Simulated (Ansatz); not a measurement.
Starting cell, GaAs (zinc blende):

```
CELL_PARAMETERS angstrom
      0.00000     5.74558     5.74558
      2.87279     2.87279     5.74558
      2.87279     2.87279     0.00000
ATOMIC_POSITIONS crystal
  As 0.00000 0.75000 0.75000
  As 0.50000 0.75000 0.75000
  Ga 0.00000 0.00000 0.00000
  Ga 0.50000 0.00000 0.00000
```

The atoms are displaced by Q × the pattern below (from a DFPT mode at X = (0.5, 0.5, 0.0), largest move 1; Q in Å), at fixed cell. (q is in reciprocal vectors of the primitive cell; the cell shown is doubled to hold the pattern.)

```tsv
atom	x	y	z
As1	0.000	0.000	-1.000
As2	0.000	0.000	1.000
```

Atoms not listed stay in place.

Level of theory: PBE (plane waves to 420 eV, PAW, scalar-relativistic; Ansatz, a first-principles code). k mesh 10×10×10 (Γ-centred), Fermi-Dirac smearing 0.05 eV. E stands for the smeared free energy. GaAs was relaxed with its symmetry unable to fall. ΔE is measured from the undisplaced structure.

Task: Estimate the ΔE (eV/cell) for Q (Å) = -0.180, -0.120, -0.090, 0.060, 0.120, 0.180.

Result: 
```tsv
Q (Å)	ΔE (eV/cell)
-0.180	0.380
-0.120	0.170
-0.090	0.096
0.060	0.043
0.120	0.170
0.180	0.380
```

(A displaced cell: forces are minus the slopes of the energy, force constants its curvatures, and phonons follow from these.)
